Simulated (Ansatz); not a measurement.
Starting cell, Ca (fcc, Cu type):

```
Ca
1.0
    0.00000     5.52644     5.52644
    2.76322     2.76322     5.52644
    2.76322     2.76322     0.00000
Ca
2
Direct
  0.00000   0.00000   0.00000
  0.50000   0.00000   0.00000
```

A phonon eigenvector at X = (0.5, 0.5, 0.0) is frozen into this cell: atom i moves by Q times the vector below, so Q is the largest atomic displacement, in Å. The cell is held. It is one choice among 2 degenerate patterns. (q is in reciprocal vectors of the primitive cell; the cell shown is doubled to hold the pattern.)

| atom | x | y | z |
|---|---|---|---|
| Ca1 | 0.000 | 1.000 | 0.000 |
| Ca2 | 0.000 | -1.000 | 0.000 |

These are PBE (plane waves to 420 eV, PAW, scalar-relativistic; Ansatz, an electronic-structure program) values and carry that method's errors. k mesh 15×15×15 (Γ-centred), Fermi-Dirac smearing 0.05 eV. With partly filled bands, energies and forces of such displacements shift with the k mesh and the smearing. Ca was relaxed with its symmetry unable to fall. The PAW data are Ansatz's earlier set.

At one point of the scan the forces (eV/Å) are:

```tsv
atom	Fx	Fy	Fz
Ca1	0.000	-0.120	0.000
Ca2	0.000	0.120	0.000
```

Question: Which point is it?
A) Q = 0.050 Å
B) Q = 0.100 Å
C) Q = 0.017 Å

Answer: A, Q = 0.050 Å

(A displaced cell: forces are minus the slopes of the energy, force constants its curvatures, and phonons follow from these.)
